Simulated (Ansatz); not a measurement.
The numbers come from plane-wave PAW DFT (Ansatz): PBE, no spin polarisation, 420 eV, 6×6×6 Γ-centred k points, fermi-dirac occupations (width 0.1 eV). Nothing was relaxed.

Computed maps in the lattice plane spanned by a (left to right, 7.04 Å, 21 points from zero) and b (bottom to top, 7.04 Å, 21 points from zero), 90° apart, at height 0.000 along c. The fields are smooth PAW ones with compensation charges, not the true ones near nuclei.

Valence density. Digits on a logarithmic scale: 0 up to 0.03 e/Å³, each further digit a factor of 1.6, 9 from 1.3 e/Å³ up:
```
999654421000012445699
997666653100135666679
766789875311357898766
456899996422469999865
346990897422479809964
246898997433479989864
125799986444468999752
013567765577556776531
001344445999954444310
000122347999974322100
000122347999974322100
001344445999954444310
013567765577556776531
125799986444468999752
246898997433479989864
346990897422479809964
456899996422469999865
766789875311357898766
997666653100135666679
999654421000012445699
999743210000001234799
```

ELF. Ten even steps from '0' (0.00) to '9' (0.92):
```
687223321000012332278
873278875200257887237
322799998400489999722
127986899500599868972
138962599500599526983
038985798411489758983
027999996100169999972
015899861022016899851
002455410277201455420
000000102799720100000
000000102799720100000
002455410277201455420
015899861022016899851
027999996100169999972
038985798411489758983
138962599500599526983
127986899500599868972
322799998400489999722
873278875200257887237
687223321000012332278
068311000000000011386
```

Problem. The cell is NbCrCl6. Which atoms lie within 0.2 Å of this plane, and where (fractions of a and b)?

Solution. Nb at (0.00, 0.00), Cr at (0.50, 0.50), Cl at (0.24, 0.24), Cl at (0.24, 0.76), Cl at (0.76, 0.76), Cl at (0.76, 0.24). The whole cell:
```xyz
8
Lattice="0.0000 7.0427 0.0000 7.0427 0.0000 0.0000 3.5214 3.5214 -5.3727" Properties=species:S:1:pos:R:3 pbc="T T T"
Nb    0.0000    0.0000    0.0000
Cr    3.5214    3.5214    0.0000
Cl    1.7184    1.7184    0.0000
Cl    5.3243    1.7184    0.0000
Cl    5.3243    5.3243    0.0000
Cl    1.7184    5.3243    0.0000
Cl    3.5214    3.5214   -3.0517
Cl    7.0427    7.0427   -2.3210
```

Origin: a known structure type with other elements, at an estimated volume, so it need not be a known compound. Caveats: the exchange-correlation potential is rough where the density is thin; no spin polarisation, so a magnetic state may lie lower.
